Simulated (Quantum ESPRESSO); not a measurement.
**Band energies of TlGeCl₃**

```
CELL_PARAMETERS angstrom
      3.79499    -3.73989     0.00000
      3.79499     3.73989     0.00000
     -0.10090     0.00000     5.32097
ATOMIC_POSITIONS crystal
  Cl 0.02002 0.49696 0.52311
  Cl 0.49696 0.02002 0.52311
  Cl 0.50313 0.50313 0.99439
  Ge 0.48050 0.48050 0.53254
  Tl 0.98909 0.98909 0.99098
```

norm-conserving LDA (Quantum ESPRESSO, 78 Ry, scalar-relativistic); path ΓYFLI,I1ZHF1,H1Y1XΓN,MΓ; energies in eV from the valence-band maximum.

| k (1/Å) | point | band 20 | band 21 | band 22 | band 23 | band 24 | band 25 | band 26 | band 27 |
|---|---|---|---|---|---|---|---|---|---|
| 0.00 | Γ | -2.99 | -2.89 | -2.88 | -2.86 | -2.86 | 3.34 | 3.44 | 3.47 |
| 0.61 |  | -3.50 | -2.60 | -2.59 | -2.54 | -1.69 | 1.98 | 2.58 | 2.71 |
| 1.01 | Y | -3.45 | -2.38 | -2.36 | -2.36 | -0.02 | 1.31 | 1.33 | 1.37 |
| 1.01 | F | -3.46 | -2.39 | -2.37 | -2.36 | -0.04 | 1.32 | 1.34 | 1.40 |
| 1.05 | L | -3.45 | -2.38 | -2.36 | -2.36 | 0.00 | 1.30 | 1.33 | 1.35 |
| 1.05 | I | -3.45 | -2.38 | -2.36 | -2.36 | -0.01 | 1.31 | 1.33 | 1.37 |
| 2.69 | I1 | -3.45 | -2.38 | -2.36 | -2.36 | -0.01 | 1.31 | 1.33 | 1.37 |
| 3.30 |  | -3.09 | -2.97 | -2.84 | -2.75 | -1.73 | 1.67 | 2.18 | 2.60 |
| 3.50 | Z | -2.99 | -2.95 | -2.84 | -2.83 | -1.84 | 1.45 | 2.31 | 2.85 |
| 3.92 |  | -3.31 | -2.75 | -2.65 | -2.54 | -1.35 | 1.78 | 2.22 | 2.43 |
| 4.33 | H | -3.45 | -2.38 | -2.36 | -2.36 | -0.01 | 1.30 | 1.33 | 1.36 |
| 4.52 |  | -3.49 | -2.51 | -2.50 | -2.37 | -0.51 | 1.43 | 1.46 | 2.41 |
| 5.09 |  | -3.43 | -2.86 | -2.84 | -2.38 | -0.86 | 1.70 | 1.72 | 2.51 |
| 5.47 | F1 | -3.46 | -2.39 | -2.37 | -2.36 | -0.04 | 1.32 | 1.34 | 1.40 |
| 5.47 | H1 | -3.45 | -2.38 | -2.36 | -2.36 | -0.01 | 1.30 | 1.33 | 1.36 |
| 5.48 | Y1 | -3.45 | -2.38 | -2.36 | -2.36 | -0.02 | 1.31 | 1.33 | 1.37 |
| 6.05 | X | -3.22 | -3.09 | -3.08 | -2.37 | -0.93 | 1.81 | 1.83 | 2.38 |
| 6.68 |  | -3.01 | -2.95 | -2.91 | -2.85 | -2.65 | 2.77 | 3.12 | 3.25 |
| 6.89 | Γ | -2.99 | -2.89 | -2.88 | -2.86 | -2.86 | 3.34 | 3.44 | 3.47 |
| 7.30 |  | -3.14 | -3.04 | -2.98 | -2.65 | -2.21 | 2.09 | 2.79 | 2.85 |
| 7.72 | N | -3.24 | -3.13 | -3.11 | -2.36 | -0.88 | 1.81 | 1.83 | 2.35 |
| 7.72 | M | -2.97 | -2.95 | -2.86 | -2.81 | -1.92 | 1.47 | 2.30 | 2.85 |
| 8.31 | Γ | -2.99 | -2.89 | -2.88 | -2.86 | -2.86 | 3.34 | 3.44 | 3.47 |

The LDA gap is direct, 1.30 eV at L. Another valence and conduction extremum on the path lies within 0.02 eV, too close to call.

Spin-orbit coupling is left out; with 6p states at a band edge it can lower the gap by many tenths of an eV, most of a small gap.

Geometry of the Materials Project entry, not relaxed at this level.

The structure is a Materials Project entry; no match was found in the copy of COD used, and its stability was not checked.
